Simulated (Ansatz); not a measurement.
# ScTiF5 (P4/mmm) at 2 levels of theory

One geometry, relaxed with PBE; plane waves with PAW potentials in Ansatz, scalar-relativistic. Collinear spin, ending at 1.2 μB a primitive cell. Gaps are the least over mesh and band path; pressure is positive in compression.

```
CELL_PARAMETERS angstrom
5.67668 0.00000 0.00000
0.00000 5.67668 0.00000
0.00000 0.00000 3.89277
ATOMIC_POSITIONS crystal
Sc 0.00000 0.00000 0.50000
Ti 0.50000 0.50000 0.50000
F 0.74917 0.74917 0.50000
F 0.25083 0.25083 0.50000
F 0.25083 0.74917 0.50000
F 0.74917 0.25083 0.50000
F 0.50000 0.50000 0.00000
```

```
level  cutoff (eV)  k mesh  gap (eV)  pressure (GPa)  largest moment (μB)
  PBE          420   6×6×8         0             0.0                 0.76
```

Question: What comes out on the same cell with r2SCAN?

Answer:
```
 level  cutoff (eV)  k mesh  gap (eV)  pressure (GPa)  largest moment (μB)
r2SCAN          500   6×6×8         0            -1.4                 0.79
```

The state reached may not be the lowest one.

It was reached by relaxing an invented guess, and it needn't be the stable form of this composition.
